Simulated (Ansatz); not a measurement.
Cs:
```
Cs
1.0
   -3.13386     3.13386     3.13386
    3.13386    -3.13386     3.13386
    3.13386     3.13386    -3.13386
Cs
1
Direct
  0.00000   0.00000   0.00000
```

This is the r²SCAN-relaxed structure.

Task: All from the program Ansatz at the r²SCAN level (PAW), unless another level is named. Predict the bulk modulus (Birch–Murnaghan fit).

Result: 1.9 GPa.

Task: Give the zero-point energy.

Result: 4.1 meV/atom.

Space group Im-3m (bcc (W type)). Symmetry was held in the r²SCAN relaxation; phonons on a q-mesh show no instability. Spin–orbit coupling is left out wherever it is not named.

Potentials: the later of the program's two PAW sets.
